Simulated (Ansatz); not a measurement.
# TlIO3, first-principles data

TlIO$_{3}$:
```cif
data_I3O9Tl3
_chemical_formula_sum 'Tl3 I3 O9'
_space_group_name_H-M_alt 'R3m :H'
_space_group_IT_number 160
_space_group_name_Hall 'R 3 -2"'
_cell_length_a 6.28976
_cell_length_b 6.28976
_cell_length_c 7.93240
_cell_angle_alpha 90.000
_cell_angle_beta 90.000
_cell_angle_gamma 120.000
loop_
_atom_site_label
_atom_site_type_symbol
_atom_site_symmetry_multiplicity
_atom_site_Wyckoff_symbol
_atom_site_fract_x
_atom_site_fract_y
_atom_site_fract_z
_atom_site_occupancy
Tl1 Tl 3 a 0.00000 0.00000 0.00568 1
I1 I 3 a 0.00000 0.00000 0.50224 1
O1 O 9 b 0.18584 0.37168 0.27658 1
```
(The calculation used a cell of 5 atoms; values per cell refer to that cell.)

Space group R3m (No. 160); conventional cell a = 6.2898 Å, b = 6.2898 Å, c = 7.9324 Å, α = 90.00°, β = 90.00°, γ = 120.00°.

Method: r²SCAN+D4 in the plane-wave PAW code Ansatz. Structure relaxed to zero pressure with the same functional. Other levels are named where they apply.

### Cell and energy

- Volume per atom: 18.12 Å³
- Density: 6.95 g/cm³
- Formation energy from the elements (no fitted shifts): -0.58 eV/atom

### Electronic structure

Band gap: 3.07 eV (direct)
Valence-band maximum: at T
Conduction-band minimum: at T
Hole effective mass: 1.3, 12, 12 mₑ (principal values)
HSE06 gap on the r²SCAN+D4 cell: 3.77 eV
Gap with spin–orbit coupling: 2.81 eV

### Charges

* **Bader charges**: Tl +0.82, I +2.68, O -1.17 e

The first step of the workflow began from a Materials Project structure, measured or hypothetical; the Crystallography Open Database copy checked does not list it. Whether it is the stable phase at ambient conditions was not checked. Symmetry was held in the r²SCAN+D4 relaxation; its stability against distortions is not shown here. The references are the lowest solids computed at this level, not always the standard phases (solids in place of the gases). Scalar-relativistic: spin–orbit coupling is off unless named, which matters more the heavier the elements.

Potentials: the later of the program's two PAW sets.
